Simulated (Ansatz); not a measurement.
Bi (A7 (α-As type)), relaxed with LDA (Ansatz, a first-principles code, plane waves, PAW): a = 4.494 Å, b = 4.494 Å, c = 11.499 Å, α = 90.00°, β = 90.00°, γ = 120.00°.

### Question
The same phase is relaxed and computed with PBEsol in the same code. What is the cell now?

### Answer
a = b = 4.525 Å, c = 11.651 Å, α = β = 90.00°, γ = 120.00°.

All cells were relaxed under the symmetry of their starts (and spin orders); stability against distortions was not tested throughout. Spin–orbit coupling is left out wherever it is not named.

Potentials: the earlier of the program's two PAW sets. The files were generated under PBE; for other functionals the program regenerates the frozen cores, and for LDA and PBEsol the local potential too.

Ansatz is a plane-wave DFT program.
